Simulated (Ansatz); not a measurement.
**Mg: clamped-ion strain scan**

Computed with DFT PBEsol, scalar-relativistic, plane waves, PAW in Ansatz 0.2.0. The runs took a 420 eV cutoff, a Γ-centred 18×18×10 mesh and Gaussian smearing (0.15 eV). No spin polarisation. Energies are free energies at this smearing, counted from the undisturbed cell; pressure is positive in compression.

Reference structure (as given, not relaxed at this level; it stands at -1.1 GPa):

```
Mg
1.0
     3.20927    0.00000    0.00000
    -1.60464    2.77931    0.00000
     0.00000    0.00000    5.21033
Mg
2
Direct
  0.33333 0.66667 0.25000
  0.66667 0.33333 0.75000
```

The cell is strained by ε times the Voigt pattern (1, 0, 0, 0, 0, 0) (xx, yy, zz, yz, xz, xy; engineering shear) with fractional coordinates fixed. The cell is metallic on the mesh throughout.

```tsv
ε	ΔE (meV/atom)	stress summed along the pattern (GPa, tension positive)	pressure (GPa)
-0.1500	146.8	-19.32	7.8
-0.1125	63.9	-11.44	4.6
-0.0750	19.2	-5.38	2.2
-0.0375	1.0	-1.57	0.3
0.0000	0.0	1.06	-1.1
0.0375	11.3	3.00	-2.2
0.0750	31.5	4.28	-3.0
0.1125	57.1	5.09	-3.6
0.1312	71.4	5.43	-3.9
0.1500	86.6	5.75	-4.1
```